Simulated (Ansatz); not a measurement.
BeNi:
Space group Pm-3m (No. 221); a = 2.588 Å, b = 2.588 Å, c = 2.588 Å, α = 90.00°, β = 90.00°, γ = 90.00°

| atom | site | symmetry | x | y | z |
|---|---|---|---|---|---|
| Be | 1a | m-3m | 0.0000 | 0.0000 | 0.0000 |
| Ni | 1b | m-3m | 0.5000 | 0.5000 | 0.5000 |

Relaxed with r²SCAN.

Question: Which orbitals make up the states near the Fermi level in r²SCAN (plane waves, PAW; program Ansatz)?

Answer: Within 0.5 eV of the Fermi level: Ni 3d 59 %, Ni 4s 17 %, Be 2s 5 %, outside the projected shells 19 %. Projections are on Löwdin-orthogonalised atomic valence shells; empty p or d shells of many metals are not among them.

Question: Tabulate the density of states.

Answer: States/eV per cell of 2 atoms, in 0.25 eV bins, energy from the Fermi level.

| E (eV) | total | Ni 3d | Ni 4s | Be 2s |
|---|---|---|---|---|
| -7.85 | 0.30 | 0.02 | 0.16 | 0.11 |
| -7.60 | 0.32 | 0.03 | 0.17 | 0.11 |
| -7.35 | 0.37 | 0.05 | 0.20 | 0.12 |
| -7.10 | 0.40 | 0.06 | 0.21 | 0.12 |
| -6.85 | 0.39 | 0.07 | 0.20 | 0.12 |
| -6.60 | 0.39 | 0.08 | 0.18 | 0.12 |
| -6.35 | 0.40 | 0.09 | 0.17 | 0.12 |
| -6.10 | 0.42 | 0.11 | 0.15 | 0.13 |
| -5.85 | 0.47 | 0.16 | 0.14 | 0.14 |
| -5.60 | 0.61 | 0.28 | 0.11 | 0.19 |
| -5.35 | 1.60 | 0.89 | 0.07 | 0.57 |
| -5.10 | 1.00 | 0.60 | 0.07 | 0.25 |
| -4.85 | 0.76 | 0.44 | 0.10 | 0.14 |
| -4.60 | 1.29 | 0.86 | 0.16 | 0.12 |
| -4.35 | 1.79 | 1.25 | 0.21 | 0.11 |
| -4.10 | 1.85 | 1.37 | 0.17 | 0.10 |
| -3.85 | 1.97 | 1.62 | 0.08 | 0.08 |
| -3.60 | 2.69 | 2.42 | 0.03 | 0.03 |
| -3.35 | 2.70 | 2.44 | 0.00 | 0.01 |
| -3.10 | 1.55 | 1.33 | 0.00 | 0.02 |
| -2.85 | 1.34 | 1.15 | 0.01 | 0.02 |
| -2.60 | 3.96 | 3.58 | 0.04 | 0.09 |
| -2.35 | 2.53 | 2.37 | 0.03 | 0.04 |
| -2.10 | 4.63 | 4.36 | 0.09 | 0.07 |
| -1.85 | 4.83 | 4.55 | 0.08 | 0.07 |
| -1.60 | 3.42 | 3.18 | 0.05 | 0.07 |
| -1.35 | 1.18 | 0.99 | 0.04 | 0.06 |
| -1.10 | 0.75 | 0.58 | 0.04 | 0.05 |
| -0.85 | 0.62 | 0.49 | 0.03 | 0.04 |
| -0.60 | 0.31 | 0.19 | 0.03 | 0.03 |
| -0.35 | 0.35 | 0.21 | 0.03 | 0.03 |
| -0.10 | 0.58 | 0.35 | 0.08 | 0.02 |
| 0.15 | 1.17 | 0.73 | 0.23 | 0.04 |
| 0.40 | 0.82 | 0.43 | 0.15 | 0.06 |
| 0.65 | 0.69 | 0.31 | 0.12 | 0.06 |
| 0.90 | 0.60 | 0.24 | 0.10 | 0.06 |
| 1.15 | 0.55 | 0.19 | 0.08 | 0.06 |
| 1.40 | 0.50 | 0.16 | 0.07 | 0.06 |
| 1.65 | 0.46 | 0.13 | 0.06 | 0.05 |
| 1.90 | 0.43 | 0.11 | 0.05 | 0.05 |
| 2.15 | 0.39 | 0.09 | 0.04 | 0.04 |
| 2.40 | 0.36 | 0.07 | 0.04 | 0.04 |
| 2.65 | 0.33 | 0.06 | 0.03 | 0.03 |
| 2.90 | 0.29 | 0.05 | 0.03 | 0.03 |
| 3.15 | 0.26 | 0.04 | 0.02 | 0.02 |
| 3.40 | 0.23 | 0.03 | 0.02 | 0.02 |
| 3.65 | 0.19 | 0.02 | 0.01 | 0.02 |
| 3.90 | 0.15 | 0.02 | 0.01 | 0.01 |
| 4.15 | 0.12 | 0.01 | 0.01 | 0.01 |
| 4.40 | 0.10 | 0.01 | 0.01 | 0.01 |
| 4.65 | 0.10 | 0.01 | 0.01 | 0.01 |

The first step of the workflow began from a Materials Project structure, measured or hypothetical; the Crystallography Open Database copy checked does not list it. With Be and Ni taken as one species the cell has the higher symmetry Im-3m, so it may be an ordered model of a mixed-site phase. Its standing as an ambient phase is unchecked. The r²SCAN relaxation kept the symmetry of its start; whether a distortion lowers the energy is not shown. The run is not spin-polarised.

Potentials: the later of the program's two PAW sets.
